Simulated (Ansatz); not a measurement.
A trial structure of Al₆TeP₂ was built thus: random cell by space group and Wyckoff sites (P6/mmm, No. 191). Lengths were set from tabulated atomic sizes, so they are only a guess.

```cif
data_structure
_symmetry_space_group_name_H-M 'P6/mmm'
_symmetry_Int_Tables_number 191
_cell_length_a 4.4805
_cell_length_b 4.4805
_cell_length_c 7.1992
_cell_angle_alpha 90.000
_cell_angle_beta 90.000
_cell_angle_gamma 120.000
_cell_volume 125.16
loop_
_atom_site_label
_atom_site_type_symbol
_atom_site_symmetry_multiplicity
_atom_site_Wyckoff_symbol
_atom_site_fract_x
_atom_site_fract_y
_atom_site_fract_z
_atom_site_occupancy
Al1 Al 6 k 0.77631 0.00000 0.50000 1
Te1 Te 1 a 0.00000 0.00000 0.00000 1
P1 P 2 e 0.00000 0.00000 0.32848 1
```

Level of theory: DFT PBE, scalar-relativistic, plane waves, PAW (Ansatz). Cutoff 420 eV, Gaussian smearing, Γ-centred meshes. Cell and atoms relax first on a coarse mesh and then on a finer one. In between, the cell is made exact in the group found at 0.06 Å. In metals the finer mesh still leaves noise of several meV/atom or more. The steps can't lower the symmetry of their start. No spin polarisation.

A guess keeps its type if space group and coordination stay and the shape of the cell changes little (axis ratios within about 15 %, angles within 6°); the volume may change.

Q: Does it keep its structure type, or change into something else?

A: It doesn't keep its type. The symmetry stays P6/mmm (No. 191). The volume per atom grows by 217.3 %, from 13.9 to 44.1 Å³. The shortest distance goes from 1.00 Å (Al–Al) to 2.49 Å (Al–Al). The ratio c/a of the conventional cell changes by a factor of 0.63. Counting neighbours within 15 % of an atom's shortest distance, the start has Al 2, P 6, Te 2 and the end Al 5, P 8, Te 2. In detail, at the end around Al lie 2 Al at 2.49 Å, 1 Al at 2.70 Å and 2 P at 2.79 Å; Te has 2 P at 2.63 Å; P has 1 P at 2.51 Å, 1 Te at 2.63 Å and 6 Al at 2.79 Å.

Space group P6/mmm (No. 191). a = 7.681 Å, b = 7.681 Å, c = 7.772 Å, α = 90.00°, β = 90.00°, γ = 120.00°
```json
{"atom": "Al", "site": "6k", "symmetry": "m2m", "x": "0.6761", "y": "0.0000", "z": "0.5000"}
{"atom": "Te", "site": "1a", "symmetry": "6/mmm", "x": "0.0000", "y": "0.0000", "z": "0.0000"}
{"atom": "P", "site": "2e", "symmetry": "6mm", "x": "0.0000", "y": "0.0000", "z": "0.3386"}
```

The last run used a 6×6×6 mesh for its 9-atom cell and Gaussian smearing of 0.10 eV. These runs have no spin–orbit coupling, which can matter for Te. A structure relaxed within its symmetry needn't be a true minimum.
